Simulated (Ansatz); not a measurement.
Relaxed-ion elastic tensor of Ga (bcc (W type), Im-3m) in GPa (Voigt order), r²SCAN (plane waves, PAW; program Ansatz); density 6.36 g/cm³, 18.20 Å³ per atom.

```
45.6  61.3  61.3   0.0   0.0   0.0
61.3  45.6  61.3   0.0   0.0   0.0
61.3  61.3  45.6   0.0   0.0   0.0
 0.0   0.0   0.0   4.0   0.0   0.0
 0.0   0.0   0.0   0.0   4.0   0.0
 0.0   0.0   0.0   0.0   0.0   4.0
```

Q: Is the crystal mechanically stable?

A: No: the smallest eigenvalue of C is -15.7 GPa.

The cell is a constructed one: a structure type filled with these elements; neither database checked (COD, Materials Project) lists it. It is not the phase usual at ambient conditions (space group No. 64). The r²SCAN relaxation kept the symmetry of its start. At this level the phase is mechanically unstable. As this level gives no gap, shear constants depend on the k-mesh and smearing (Fermi–Dirac, 0.1 eV here).

Potentials: the later of the program's two PAW sets.
